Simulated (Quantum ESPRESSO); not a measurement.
## Calculated data, AlZn₂S₃Cl (made-up cell, one site empty)

All values are calculated (Quantum ESPRESSO 7.5). Calculation on a made-up crystal cell, not a measurement, with one named mistake planted (healthy values lack it): periodic Kohn-Sham density functional theory in plane waves with PseudoDojo standard norm-conserving scalar-relativistic pseudopotentials, each functional with its own files (v0.5 for PBE, v0.4.1 for LDA and PBEsol), no spin polarisation, no spin-orbit coupling, atoms not relaxed, stress positive in tension, energies less a fixed whole-eV offset for each atom's element; levels are Kohn-Sham levels at fractions of this cell's reciprocal vectors, counted from the reference band (half the neutral cell's valence electrons, rounded up) at Gamma; error bars cover cutoff and k-mesh only, not smearing or the files; each bar is the largest change over components, and at least 0.002 eV, 0.002 eV per angstrom or 0.02 GPa; a charged cell sits in a uniform background, with energy and stress on this program's zero of potential; energies are for the whole cell, and the offsets were chosen from early runs and are not element reference energies; a distance is the largest change of any value in units of its error bar (the energy's for the smearing term), a scale change is of lengths, and a coarse mesh keeps the half-step shift; machines and their load varied, so run times do not measure scaling.

Entry: AlZn₂S₃Cl (made-up cell, one site empty)

Intended structure:
```cif
# cell vector a (Å): 5.4619 0.0000 0.0000
# cell vector b (Å): 0.0000 5.4619 0.0000
# cell vector c (Å): 0.0000 0.0000 5.4619
data_AlZn2S3Cl
_symmetry_space_group_name_H-M 'P 1'
_symmetry_Int_Tables_number 1
_cell_length_a 5.4619
_cell_length_b 5.4619
_cell_length_c 5.4619
_cell_angle_alpha 90.000
_cell_angle_beta 90.000
_cell_angle_gamma 90.000
_cell_volume 162.94
loop_
_atom_site_label
_atom_site_type_symbol
_atom_site_fract_x
_atom_site_fract_y
_atom_site_fract_z
_atom_site_occupancy
Al1 Al 0.02442 0.01622 0.02437 1
Zn1 Zn 0.01803 0.49250 0.50338 1
Zn2 Zn 0.50347 0.98724 0.50669 1
S1 S 0.23268 0.26436 0.26018 1
S2 S 0.25400 0.73297 0.76905 1
S3 S 0.74124 0.26725 0.74335 1
Cl1 Cl 0.76457 0.72779 0.26553 1
```

```
lattice type                     : zincblende/diamond
empty site                       : 4
intended functional              : pbe
intended cutoff                  : 1143 eV
intended fermi dirac smearing    : 0.025 eV
intended scf tolerance           : 1e-07 eV
intended electrons removed       : 0
healthy free energy less offsets : 3.468 eV
healthy scf iterations           : 10
healthy smearing term minus ts   : 0 eV
healthy pressure                 : -2.21 GPa
healthy stress xx                : 1.19 GPa
healthy stress yy                : 2.81 GPa
healthy stress zz                : 2.62 GPa
healthy stress yz                : -0.91 GPa
healthy stress xz                : 1.03 GPa
healthy stress xy                : 0.63 GPa
healthy reference band           : 34
fault kind                       : atoms exchanged
fault first exchanged site       : 3
fault second exchanged site      : 8
faulty run command               : pw.x -nk 1 -in in
faulty run processor             : AMD EPYC, Zen 5 class, virtual cores
intended k mesh                  : 4 x 4 x 4, shifted by half a step
structure shown                  : as intended, without the mistake
faulty stress xx                 : —
faulty stress yy                 : —
faulty stress xy                 : —
faulty pressure                  : —
```

Atoms:
```tsv
atoms element	atom site	atom energy offset (eV)
Al	1	-64
Zn	2	-5687
Zn	3	-5687
S	5	-302
S	6	-302
S	7	-302
Cl	8	-449
```

Healthy forces:
```tsv
site	x (eV/Å)	y (eV/Å)	z (eV/Å)
1	-0.649	-0.161	-2.079
2	-0.289	-0.075	1.762
3	-0.549	0.732	0.93
5	1.447	-1.221	-0.783
6	-0.204	0.961	0.395
7	0.454	-1.201	0.863
8	-0.212	0.966	-1.088
```

Healthy levels:
```tsv
level k point	next band up (eV)
Gamma	1.572
(1/2,1/2,1/2)	2.159
(0.15,0,0)	1.94
(0,0.15,0)	1.957
(0,0,0.15)	1.976
```

Questions
1. Give the missing faulty stress xx for AlZn₂S₃Cl (made-up cell, one site empty).
2. AlZn₂S₃Cl (made-up cell, one site empty): faulty stress yy?
3. AlZn₂S₃Cl (made-up cell, one site empty): faulty stress xy?
4. What faulty pressure does the calculation give for AlZn₂S₃Cl (made-up cell, one site empty)?

Answers
1. -6.618 GPa
2. -3.589 GPa
3. 0.2299 GPa
4. 4.158 GPa

Further results for AlZn₂S₃Cl (made-up cell, one site empty):

```
faulty free energy less offsets                            : 9.812 eV
faulty scf iterations                                      : 12
faulty smearing term minus ts                              : -0.009182 eV
faulty stress zz                                           : -2.267 GPa
faulty stress yz                                           : 2.416 GPa
faulty stress xz                                           : -0.08894 GPa
faulty reference band                                      : 34
other mistakes compared                                    : 7
distance from healthy                                      : 3172 error bars
distance from nearest other mistake                        : 929.9 error bars
healthy error bar energy                                   : 0.002 eV
healthy error bar stress                                   : 0.02 GPa
healthy error bar force                                    : 0.002 eV/Å
healthy error bar next band up                             : 0.002 eV
faulty wall time of scf and band steps on a shared machine : 609.7 s
```

Faulty forces:
```tsv
site	x (eV/Å)	y (eV/Å)	z (eV/Å)
1	-0.4386	-0.01988	-1.811
2	0.1746	-0.4896	1.641
3	1.132	-1.108	0.3983
5	-0.3269	0.7129	-1.684
6	-1.499	-0.2715	0.9936
7	1.713	0.5395	1.175
8	-0.7545	0.6361	-0.7131
```

Faulty levels:
```tsv
level k point	next band up (eV)
Gamma	0.5307
(1/2,1/2,1/2)	0.7872
(0.15,0,0)	0.5727
(0,0.15,0)	0.5433
(0,0,0.15)	0.5726
```
